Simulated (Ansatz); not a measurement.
Input, command and steps of an Ansatz relaxation.

```yaml
crystal:
  lattice:
    - [6.6111184849, 0.0, 0.0]
    - [-3.3055592425, 5.7253965553, 0.0]
    - [0.0, 0.0, 3.2914576489]
  atoms:
    - { symbol: Ge, position: [0.6666666667, 0.3333333333, 0.0] }
    - { symbol: Ge, position: [0.3333333333, 0.6666666667, 0.0] }
    - { symbol: Ge, position: [0.0, 0.0, 0.5] }
    - { symbol: Pt, position: [0.6201964254, 0.0, 0.5] }
    - { symbol: Pt, position: [0.3798035746, 0.3798035746, 0.5] }
    - { symbol: Pt, position: [0.0, 0.6201964254, 0.5] }
    - { symbol: Pt, position: [0.0, 0.283178615, 0.0] }
    - { symbol: Pt, position: [0.716821385, 0.716821385, 0.0] }
    - { symbol: Pt, position: [0.283178615, 0.0, 0.0] }
basis:
  ecutwfc: 420
kpoints:
  mp_grid: { grid: [6, 6, 10] }
hamiltonian:
  xc: pbesol
scf:
  occupations: { method: gaussian, width: 0.1 }
output:
  forces: true
  stress: true
  eigenvalues: true
relax:
  adjacent_minimum: "off"
  f_tol: 0.01
  max_steps: 30
  cell: { stress_tol: 0.1, fix: [volume] }
```

```bash
ansatz run input.yaml --threads 2 --pin off --max-ram 5120MiB --backend cpu --events-out ev --progress --plain --runs-dir out
```

Computed with DFT PBEsol, scalar-relativistic, plane waves, PAW (Ansatz 0.2.0).

The volume is held at 0.91 times that of the relaxed cell.

Of 4 frames 3 are shown, positions in Å and forces in eV/Å; the SCF threshold varies from step to step. Steps run on the plane waves of an earlier cell, with a Pulay correction in the pressure. The basis is chosen afresh for the last frame, the zero of the energies, and at times for earlier ones too; energy and pressure can step there, also at an unchanged geometry. Where two frames share a geometry here, they differ by under 2 meV/atom and 0.3 GPa.

```xyz
9
Lattice="6.6111 0.0000 0.0000 -3.3056 5.7254 0.0000 0.0000 0.0000 3.2915" Properties=species:S:1:pos:R:3:forces:R:3 pbc="T T T" step=1 free_energy_over_end_meV_per_atom=0.79 pressure_GPa=25.55
Ge    3.3056    1.9085    0.0000    0.0000    0.0000    0.0000
Ge    0.0000    3.8169    0.0000    0.0000    0.0000    0.0000
Ge    0.0000    0.0000    1.6457    0.0000    0.0000    0.0000
Pt    4.1002    0.0000    1.6457   -0.0653    0.0000    0.0000
Pt    1.2555    2.1745    1.6457    0.0327    0.0566    0.0000
Pt   -2.0501    3.5509    1.6457    0.0327   -0.0566    0.0000
Pt   -0.9361    1.6213    0.0000    0.0480   -0.0831    0.0000
Pt    2.3695    4.1041    0.0000    0.0480    0.0831    0.0000
Pt    1.8721    0.0000    0.0000   -0.0960    0.0000    0.0000
9
Lattice="6.6324 0.0000 0.0000 -3.3162 5.7438 0.0000 0.0000 0.0000 3.2704" Properties=species:S:1:pos:R:3:forces:R:3 pbc="T T T" step=2 free_energy_over_end_meV_per_atom=0.14 pressure_GPa=25.21
Ge    3.3162    1.9146    0.0000    0.0000    0.0000    0.0000
Ge    0.0000    3.8292    0.0000    0.0000    0.0000    0.0000
Ge    0.0000    0.0000    1.6352    0.0000    0.0000    0.0000
Pt    4.1119    0.0000    1.6352   -0.0205    0.0000    0.0000
Pt    1.2603    2.1828    1.6352    0.0103    0.0178    0.0000
Pt   -2.0559    3.5610    1.6352    0.0103   -0.0178    0.0000
Pt   -0.9391    1.6266    0.0000    0.0196   -0.0339    0.0000
Pt    2.3771    4.1172    0.0000    0.0196    0.0339    0.0000
Pt    1.8782    0.0000    0.0000   -0.0392    0.0000    0.0000
9
Lattice="6.6482 0.0000 0.0000 -3.3241 5.7575 0.0000 0.0000 0.0000 3.2549" Properties=species:S:1:pos:R:3:forces:R:3 pbc="T T T" step=4 free_energy_over_end_meV_per_atom=0.00 pressure_GPa=24.99
Ge    3.3241    1.9192    0.0000    0.0000    0.0000    0.0000
Ge    0.0000    3.8383    0.0000    0.0000    0.0000    0.0000
Ge    0.0000    0.0000    1.6274    0.0000    0.0000    0.0000
Pt    4.1222    0.0000    1.6274   -0.0069    0.0000    0.0000
Pt    1.2630    2.1875    1.6274    0.0034    0.0060    0.0000
Pt   -2.0611    3.5700    1.6274    0.0034   -0.0060    0.0000
Pt   -0.9416    1.6309    0.0000   -0.0044    0.0076    0.0000
Pt    2.3825    4.1266    0.0000   -0.0044   -0.0076    0.0000
Pt    1.8832    0.0000    0.0000    0.0088    0.0000    0.0000
```

It took 2 min on 2 threads of Arm Neoverse V1, with other jobs on the host, peak memory 0.67 GiB.

Spin–orbit coupling is left out, which can shift energies with elements as heavy as these.